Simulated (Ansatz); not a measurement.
Input:

Te:
```yaml
crystal:
  lattice:
    - [3.17224, 0.00000, 0.00000]
    - [0.00000, 4.47506, 0.00000]
    - [0.00000, 0.00000, 9.06024]
  atoms:
    - { symbol: Te, position: [0.50000, 0.52223, 0.76062] }
    - { symbol: Te, position: [0.50000, 0.47777, 0.26062] }
    - { symbol: Te, position: [0.50000, 0.97790, 0.00938] }
    - { symbol: Te, position: [0.50000, 0.02210, 0.50938] }
```

This is the r²SCAN+D4-relaxed structure.

Q: All from r²SCAN+D4 (plane waves, PAW; program Ansatz), unless another level is named. Give the electronic character.

A: metallic (no gap).

Q: Predict the density of states at the Fermi level.

A: 0.53 states/eV per atom (mean over ±0.08 eV).

Space group Pbam. The workflow started from a Materials Project entry (that database holds measured and hypothetical structures alike); the Crystallography Open Database copy checked does not list it. It is not the phase usual at ambient conditions (space group No. 152). Symmetry was held in the r²SCAN+D4 relaxation; whether a distortion lowers the energy is not shown. Spin–orbit coupling is left out wherever it is not named.

Potentials: the later of the program's two PAW sets.
